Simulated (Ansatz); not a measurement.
C:
```cif
data_C16
_chemical_formula_sum 'C16'
_space_group_name_H-M_alt 'Cmmm'
_space_group_IT_number 65
_space_group_name_Hall '-C 2 2'
_cell_length_a 4.24127
_cell_length_b 8.73896
_cell_length_c 2.50469
_cell_angle_alpha 90.000
_cell_angle_beta 90.000
_cell_angle_gamma 90.000
loop_
_atom_site_label
_atom_site_type_symbol
_atom_site_symmetry_multiplicity
_atom_site_Wyckoff_symbol
_atom_site_fract_x
_atom_site_fract_y
_atom_site_fract_z
_atom_site_occupancy
C1 C 8 p 0.31553 0.08921 0.00000 1
C2 C 8 q 0.18525 0.16658 0.50000 1
```
(The calculation used a cell of 8 atoms; values per cell refer to that cell.)

Relaxed at zero pressure with r²SCAN (plane waves, PAW; program Ansatz).

The volume is raised by 3 % and shape and atoms relax at that volume. What pressure results, and how do the axes share the change?

-12.0 GPa; a 1.0 %, b 1.0 %, c 0.9 %; the energy rises by 7 meV/atom.

Give the new structure.


Space group Cmmm (No. 65); a = 4.285 Å, b = 8.827 Å, c = 2.528 Å, α = β = γ = 90.00°

```
atom  site  symmetry       x       y       z
----  ----  --------  ------  ------  ------
C       8p       ..m  0.3159  0.0892  0.0000
C       8q       ..m  0.1856  0.1666  0.5000
```

The phase is kept; no other phase was compared at this pressure.

The start of the workflow was typed in or built on a structure type; the Crystallography Open Database copy checked does not list it. It is not the phase usual at ambient conditions (space group No. 194, 227). Symmetry was held in the r²SCAN relaxation; whether a distortion lowers the energy is not shown.

Potentials: the earlier of the program's two PAW sets.
